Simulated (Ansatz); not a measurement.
Given:

BiTe:
Space group Fm-3m (No. 225); a = b = c = 6.4666 Å, α = β = γ = 90.00°

```json
[
 {"atom": "Bi", "site": "4a", "symmetry": "m-3m", "x": "0.0000", "y": "0.0000", "z": "0.0000"},
 {"atom": "Te", "site": "4b", "symmetry": "m-3m", "x": "0.5000", "y": "0.5000", "z": "0.5000"}
]
```
(The calculation used a cell of 2 atoms; values per cell refer to that cell.)

This is the r²SCAN-relaxed structure.

Question: All from r²SCAN (plane waves, PAW; program Ansatz), unless another level is named. Estimate the electronic character.

Answer: metallic (no gap).

Question: What about the formation energy from the elements (no fitted shifts)?

Answer: -0.053 eV/atom.

Question: Give the density of states at the Fermi level.

Answer: 0.77 states/eV per atom (mean over ±0.08 eV).

Question: Predict the gap with spin–orbit coupling.

Answer: none (metallic).

The workflow started from an entry of the Crystallography Open Database (COD), which files this formula under 2 space groups. Its standing as an ambient phase is unchecked. The r²SCAN relaxation kept the symmetry of its start; its stability against distortions is not shown here. With an odd number of electrons in the cell and no spin polarisation, the count alone makes it a metal. The references are the lowest solids computed at this level, not always the standard phases. Spin–orbit coupling is left out wherever it is not named.

Potentials: the later of the program's two PAW sets.
